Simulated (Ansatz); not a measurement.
A surface is cut from this relaxed crystal of Tl:

Space group P6_3/mmc (No. 194). a = 3.526 Å, b = 3.526 Å, c = 5.333 Å, α = 90.00°, β = 90.00°, γ = 120.00°
```
atom site symmetry x y z
  Tl    2c      -6m2  0.3333  0.6667  0.2500
```

Miller indices refer to the conventional cell of P6_3/mmc (No. 194), a = 3.526 Å, b = 3.526 Å, c = 5.333 Å, α = 90.00°, β = 90.00°, γ = 120.00°.

Consider the (101) slab of 10 planes, 11.0 Å thick with 15 Å of vacuum as cut; outer planes Tl (top) and Tl (bottom), all atoms relaxed.

The calculation used Ansatz 0.2.0, DFT PBEsol, scalar-relativistic, plane waves, PAW. Cutoff 420 eV; k points 10×6×1 on the computed 10-atom cell (Γ-centred); Gaussian smearing, width 0.10 eV; no spin polarisation. The cell repeats along c with a dipole correction in the vacuum.

Relaxation also shears the slab as a whole, so part of the moves and of the energy gained belongs to the bulk, not to the surface.

Task: Predict the surface energy (mean of both faces).

Result: 0.38 J/m².

Task: Give the work function.

Result: 3.60 eV.

Task: The top two planes lie 0.442 Å apart in the bulk. How does relaxation change this?

Result: The spacing becomes 0.439 Å (-0.6 %).

Spin-orbit coupling is left out, which matters for the bands of heavy elements.